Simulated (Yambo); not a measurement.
Yambo run on CsAgCl2 (space group P4/nmm, No. 129). The wavefunctions come from this Quantum ESPRESSO step (LDA, PseudoDojo standard norm-conserving files, scalar-relativistic):

```
&CONTROL
  calculation = 'nscf'
  pseudo_dir = './pseudo'
  outdir = './out'
/
&SYSTEM
  ibrav = 0
  nat = 8
  ntyp = 3
  ecutwfc = 86.0
  ecutrho = 344.0
  occupations = 'fixed'
  force_symmorphic = .true.
  nbnd = 466
/
&ELECTRONS
  conv_thr = 8e-09
  diago_full_acc = .true.
  diago_thr_init = 1e-08
/
ATOMIC_SPECIES
Cl 35.4500 Cl.upf
Ag 107.8682 Ag.upf
Cs 132.9055 Cs.upf
CELL_PARAMETERS angstrom
  5.068370000000   0.000000000000   0.000000000000
  0.000000000000   5.068370000000   0.000000000000
  0.000000000000   0.000000000000   9.858730000000
ATOMIC_POSITIONS crystal
Cl   0.000000000000   0.500000000000   0.645280000000
Cl   0.500000000000   0.000000000000   0.354720000000
Cl   0.500000000000   0.500000000000   0.000000000000
Cl   0.000000000000   0.000000000000   0.000000000000
Ag   0.000000000000   0.500000000000   0.901070000000
Ag   0.500000000000   0.000000000000   0.098930000000
Cs   0.500000000000   0.000000000000   0.704720000000
Cs   0.000000000000   0.500000000000   0.295280000000
K_POINTS automatic
2 2 1 0 0 0
```

Yambo input:

```
rim_cut
gw0
dyson
el_el_corr
HF_and_locXC
ppa
em1d
RandQpts= 1000000
RandGvec= 1 Ry
EXXRLvcs= 86 Ry
VXCRLvcs= 344 Ry
Chimod= "HARTREE"
% BndsRnXp
 9 | 465 |
%
NGsBlkXp= 8 Ry
% LongDrXp
 1.0 | 1.0 | 1.0 |
%
PPAPntXp= 27.2114 eV
% GbndRnge
 1 | 465 |
%
GTermKind= "BG"
DysSolver= "n"
ExtendOut
% QPkrange
 1 | 1 | 42 | 43 |
 2 | 2 | 42 | 43 |
 3 | 3 | 42 | 43 |
%
```

k points by index: 1 = Γ, 2 = X, 3 = M.

The o-*.qp file then holds:

```
#    K-point    Band    Eo [eV]    E [eV]    E-Eo [eV]    Vxc [eV]    Vnlxc [eV]    Sc|Eo [eV]    Sc|E [eV]    dSc/dw|Eo [eV]    Re(Z)    Im(Z)
#
    1    42    -0.322240    -1.627742    -1.305502    -19.59886    -24.48556    3.246245    3.581197    -6.980875    0.795832    -0.001356
    1    43    1.940866    2.878890    0.938024    -10.61268    -5.920347    -3.570094    -3.754304    -5.343234    0.835867    -0.001112
    2    42    -0.774962    -2.098593    -1.323630    -19.76672    -24.91188    3.476763    3.821531    -7.086995    0.793370    -0.001422
    2    43    4.123838    5.114237    0.990399    -12.19873    -7.287217    -3.707601    -3.921116    -5.865390    0.822670    -0.001734
    3    42    0.000000    -1.209634    -1.209634    -19.78304    -24.48091    3.171713    3.488243    -7.119754    0.792613    -0.001368
    3    43    4.424820    5.278148    0.853328    -8.607193    -4.153172    -3.447092    -3.600694    -4.897472    0.847471    -0.001146
```
(The two width columns are left out.) Convergence of these settings isn't established.

Spin-orbit coupling is not included.

Geometry of the Materials Project entry, not relaxed at this level.

The structure is a Materials Project entry; no match was found in the copy of COD used, and its stability was not checked.
